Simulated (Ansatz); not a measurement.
A sound run on Cr (Im-3m), start Cr1↑ Cr2↑ Cr3↓ Cr4↓ (Ansatz 0.2.0, DFT, PBE, PAW with Ansatz's default frozen-core files, scalar-relativistic):

```yaml
crystal:
  lattice:
    - [2.9688993551, 0.0, 0.0]
    - [0.0, 2.9688993551, 0.0]
    - [0.0, 0.0, 5.9377987102]
  atoms:
    - { symbol: Cr, position: [0.0, 0.0, 0.0], spin: 3.0 }
    - { symbol: Cr, position: [0.0, 0.0, 0.5], spin: 3.0 }
    - { symbol: Cr, position: [0.5, 0.5, 0.25], spin: -3.0 }
    - { symbol: Cr, position: [0.5, 0.5, 0.75], spin: -3.0 }
magnetization:
  spin_polarized: true
kpoints:
  mp_grid: { grid: [10, 10, 5] }
scf:
  occupations: { method: fermi_dirac, width: 0.05 }
  lower_state_search: "off"
hamiltonian:
  xc: pbe
  pseudopotentials: { kind: paw }
output:
  forces: true
  stress: true
  eigenvalues: true
  populations: true
  write_density: true
  write_potential: true
  elf: true
  volumetric_format: npy
```

It converged in 11 iterations. Site moments (μB): Cr1 1.71, Cr2 1.71, Cr3 -1.71, Cr4 -1.71. Cell moment 0.00 μB. Pressure -13.38 GPa.

The input is then changed, output keys apart:

```diff
+  eigensolver: { kind: davidson }
+basis:
+  ecutwfc: "25.7 Ry"
```

Problem. How does the run end?

Solution. Self-consistency was reached. Free energy -13510.6535 eV against -13510.7497 eV, cell moment 0.00 μB, pressure -13.54 GPa. These settings were drawn wide on purpose, so the numbers show their effect and aren't offered as converged values.
```
Warning: basis.ecutwfc = 349.6663132609458 eV is below the records' recommended 420 eV, and the density's cutoff is lower with it unless basis.ecutrho_ratio is high enough to keep the records' density cutoff: compare with a run at a higher cutoff
Engine: ansatz 0.2.0
Pseudopotentials: kind: paw
Pseudopotential: Cr, paw, valence charge 14, recommended cutoff 420 eV (normal), Cr.paw.azcp
Functional definition: PBE
  parameter kappa = 0.804
  parameter beta = 0.06672455060314922
  exchange = pbe_x(kappa = kappa, mu = beta*pi^2/3)
  correlation = pbe_c(beta = beta)
Crystal: 4 atoms, lattice volume = 52.338 Å³
Basis set: ecut = 349.6663132609458 eV, 791 PW (Γ), exchange–correlation on 40×40×80 points (8 copies of the dense FFT grid, shifted against one another)
Bands: 41, of which v1, the nominal top of the filled ones, is band 28 counted from 1 (27 counted from 0)
Symmetry: 32 space group operations
Space group: Pm-3m (ITA 221), of the structure as read, at distance tolerance 3.7e-5 Å
Magnetic group: BNS 221.97 (UNI 1599), of the structure as read, at distance tolerance 3.7e-5 Å
k-points: 63 of 500
Non-local potential: Cr, projectors of the file, l = 0: 3, l = 1: 2, l = 2: 3, l = 3: 1
[...]
      -13.540749       0.000000       0.000000
        0.000000     -13.540749       0.000000
        0.000000       0.000000     -13.540752
  P = ⅓ Tr σ = -13.5407 GPa (-135.407 kbar)
--- Band table (eV; the first three rows and the last of 126) ---
  k-point 0 ↑: bands = ["-55.6192", "-55.6041", "-53.7960", "-53.7936", "-26.9964", "-26.9166", "-26.9166", "-26.9166", "-26.8844", "-26.8844", "-25.2197", "-25.0987", "-25.0987", "-25.0790", "-25.0790", "-25.0790", "9.3658", "12.8749", "13.2025", "13.2025", "13.2913", "14.8400", "15.8335", "15.8335", "15.9628", "15.9628", "15.9628", "16.1195", "16.6906", "17.4329", "17.4329", "18.0605", "18.0605" …
  k-point 1 ↑: bands = ["-55.6178", "-55.6055", "-53.7958", "-53.7938", "-26.9888", "-26.9245", "-26.9136", "-26.9136", "-26.8874", "-26.8874", "-25.2063", "-25.0966", "-25.0966", "-25.0925", "-25.0808", "-25.0808", "9.5629", "12.0639", "13.2960", "13.2990", "13.6941", "14.5273", "15.8368", "15.8368", "15.9436", "15.9436", "16.0165", "16.4627", "16.5970", "17.5897", "17.5897", "17.9369", "18.1100" …
  k-point 2 ↑: bands = ["-55.6140", "-55.6094", "-53.7952", "-53.7944", "-26.9692", "-26.9447", "-26.9055", "-26.9055", "-26.8956", "-26.8956", "-25.1714", "-25.1278", "-25.0917", "-25.0917", "-25.0856", "-25.0856", "10.1342", "11.0132", "13.5306", "13.5776", "13.7505", "14.0124", "15.8523", "15.8523", "15.8979", "15.8979", "16.1683", "16.3822", "17.0549", "17.5854", "18.0113", "18.0113", "18.2297 …
  k-point 62 ↓: bands = ["-55.5915", "-55.5887", "-53.7803", "-53.7774", "-27.0157", "-27.0157", "-26.9975", "-26.9975", "-26.9416", "-26.9100", "-25.1812", "-25.1812", "-25.1668", "-25.1668", "-25.1599", "-25.1260", "13.3337", "13.7063", "13.7843", "14.4032", "14.4500", "14.4500", "14.5802", "14.5802", "15.9051", "15.9051", "16.4897", "16.4897", "17.5368", "17.5512", "17.7418", "17.7735", "18.469 …
--- Löwdin populations: 4 sites ---
  site symbol       q [e]    m [muB]
     0     Cr     13.8899     1.9280
     1     Cr     13.8899     1.9280
     2     Cr     13.8899    -1.9280
     3     Cr     13.8899    -1.9280
  spilling = 0.007862 (of n_electrons = 56.000000)
```
